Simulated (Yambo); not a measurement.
Quantum ESPRESSO input (LDA, PseudoDojo standard norm-conserving files, scalar-relativistic) whose wavefunctions are converted with p2y:

```
&CONTROL
  calculation = 'nscf'
  pseudo_dir = './pseudo'
  outdir = './out'
/
&SYSTEM
  ibrav = 0
  nat = 10
  ntyp = 3
  ecutwfc = 82.0
  ecutrho = 328.0
  occupations = 'fixed'
  force_symmorphic = .true.
  nbnd = 217
/
&ELECTRONS
  conv_thr = 1e-08
  diago_full_acc = .true.
  diago_thr_init = 1e-08
/
ATOMIC_SPECIES
B 10.8100 B.upf
C 12.0110 C.upf
Al 26.9815 Al.upf
CELL_PARAMETERS angstrom
  3.481179864000   0.000000000000   0.000000000000
 -1.740589932000   3.014790197000   0.000000000000
  0.000000000000   0.000000000000  11.468370000000
ATOMIC_POSITIONS crystal
B   0.000000000000   0.000000000000   0.000000000000
B   0.000000000000   0.000000000000   0.500000000000
C   0.333333333000   0.666666667000   0.250000000000
C   0.666666667000   0.333333333000   0.750000000000
Al   0.666666667000   0.333333333000   0.924240000000
Al   0.333333333000   0.666666667000   0.075760000000
Al   0.333333333000   0.666666667000   0.424240000000
Al   0.666666667000   0.333333333000   0.575760000000
Al   0.000000000000   0.000000000000   0.750000000000
Al   0.000000000000   0.000000000000   0.250000000000
K_POINTS automatic
3 3 1 0 0 0
```

Yambo's initialisation report on symmetry, reciprocal space, the k grid and the gaps on this mesh:

```
  [02.02] Symmetries
  ==================

  Inversion symmetry    : yes
  Spatial inversion     : yes
  Inversion index       :   7
  K-space Time-reversal : no
  Magnetic symmetries   : no
  Group table correct   : yes
  Symmetries units      :  [cc]

  [02.03] Reciprocal space
  ========================

  nG shells         :   3767
  nG charge         :   81359
  nG WFs            :  12367
  nC WFs            :  10215
  G-vecs. in first 80 shells:  [ Number ]
     1    3    5    7   13   25   27   39   51
    53   65   67   79   85   97  109  111  123
   135  141  153  165  177  189  191  203  215
   227  239  251  253  265  277  289  301  303
    315   339   363   375   387   411   423   447   449
    461   473   497   503   515   527   539   563   575
    587   599   601   613   637   649   661   673   685
    709   721   723   729   741   753   765   777   801
    813   825   837   849   873   885   909   921
  ...
  Shell energy in first 80 shells:  [ mHa ]
     0.0000   42.0270  168.1081  378.2432  608.1600  650.1870  672.4323  776.2680  986.4031
    1050.68      1280.59      1512.97      1658.84      1824.48      1866.51      1992.59      2059.32      2121.13
    2202.72      2432.64      2474.67      2496.91      2600.75      2667.48      2689.73      2810.88      2875.16
    3105.07      3297.89      3337.45      3404.19      3483.32      3883.80      3945.61      4012.35      4202.70
    4257.12      4299.15      4425.23      4491.96      4514.21      4635.36      4810.86      4929.55      5085.27
    5122.37      5228.67      5307.80      5473.44      5515.47      5641.55      5693.43      5770.09      5836.83
    5851.68      6027.18      6051.89      6145.87      6316.44      6524.12      6635.34      6660.05      6909.75
    6946.85      6986.41      7102.57      7297.92      7339.95      7466.03      7517.91      7532.76      7661.31
    7676.16      7710.73      7876.37      7906.08      7948.11      7970.35      8074.19      8163.17
  ...

  [02.04] K-grid lattice
  ======================

  Compatible Grid is   : 2D
  Base K vectors       :  K_min[ 1 ]  K_min[ 2 ]  K_min[ 3 ]
  K_min[ 1 ] :  0.000000  0.333333  0.000000 [rlu]
  K_min[ 2 ] :  0.33333     -0.40562E-10   0.0000     [rlu]
  Grid dimensions      :  3  3
  K lattice UC volume  :  0.033932 [a.u.]

  IBZ K-points                                      :  3
  BZ  K-points                                      :   9

  K/Q-points units:
  rlu = crystal or reduced units; cc = cartesian coordinates; iku = interal k-units

  K [1]          [rlu]:  0.000000  0.000000  0.000000
         WF components:  10215
  K [2]          [rlu]:  0.000000  0.333333  0.000000
         WF components:  10190
  K [3]          [rlu]:  0.333333  0.333333  0.000000
         WF components:  10188

  [02.05] Energies & Occupations
  ==============================

  [X] === General ===
  [X] Electronic Temperature                        :  0.000000  0.000000 [eV K]
  [X] Bosonic    Temperature                        :  0.000000  0.000000 [eV K]
  [X] Finite Temperature mode                       : no
  [X] El. density                                   :  0.26587E+24 [cm-3]
  [X] Fermi Level                                   :  8.444974 [eV]

  [X] === Gaps and Widths ===
  [X] Conduction Band Min                           :  1.115854 [eV]
  [X] Valence Band Max                              :  0.000000 [eV]
  [X] Filled Bands                                  :  16
  [X] Empty Bands                                   :   17  217
  [X] Direct Gap                                    :  1.670070 [eV]
  [X] Direct Gap localized at k                     :  1
  [X] Indirect Gap                                  :  1.115854 [eV]
  [X] Indirect Gap between kpts                     :  1  2
  [X] Last valence band width                       :  1.210091 [eV]
  [X] 1st conduction band width                     :  0.688485 [eV]
```
The gaps are LDA values on this mesh alone; only operations without fractional translations are kept.

Geometry of the Materials Project entry, not relaxed at this level.
